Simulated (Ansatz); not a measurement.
**Ni: a two-dimensional sheet**

The cell was found from a structure generator's guess, not taken from experiment.

Computed with Ansatz, DFT PBE, scalar-relativistic, plane waves, PAW. Settings: cutoff 420 eV, Γ-centred mesh 24×24×1 on the computed 1-atom cell, Gaussian smearing of 0.10 eV; collinear spin from starting moments 1.0 μB.

This is a two-dimensional sheet: the third axis spans vacuum and isn't periodic.

```cif
data_structure
_symmetry_space_group_name_H-M 'P 1'
_symmetry_Int_Tables_number 1
_cell_length_a 2.2591
_cell_length_b 2.2591
_cell_length_c 23.8000
_cell_angle_alpha 90.000
_cell_angle_beta 90.000
_cell_angle_gamma 90.000
_cell_volume 121.46
loop_
_atom_site_label
_atom_site_type_symbol
_atom_site_fract_x
_atom_site_fract_y
_atom_site_fract_z
_atom_site_occupancy
Ni1 Ni 0.00000 0.00000 0.29412 1
```

Energies count from the standard state of Ni at the same level.

| Quantity | Value |
| --- | --- |
| Layer group | p4/mmm (No. 61) |
| In-plane cell | a = 2.259 Å, b = 2.259 Å, γ = 90.0° |
| Area per atom | 5.10 Å² |
| Thickness between the outermost nuclei | 0.00 Å |
| Energy over the standard state | +1.53 eV/atom |
| Band gap over mesh and path | none (metal or semimetal) |
| Net moment per atom | 0.86 μB |
| Moment by site | Ni 0.9 μB |
| Density of states at the Fermi level | 2.0 states/eV per cell |
| Löwdin character within 0.5 eV of the Fermi level | Ni 3d 89 %, Ni 4s 9 % |
| Bader charges (e) | Ni1 0.00 |

The last run used collinear spin, a 24×24×1 mesh for its 1-atom cell and Gaussian smearing of 0.10 eV. Another magnetic order may lie lower. Site moments count only spheres around the atoms; the net moment includes the space between them.
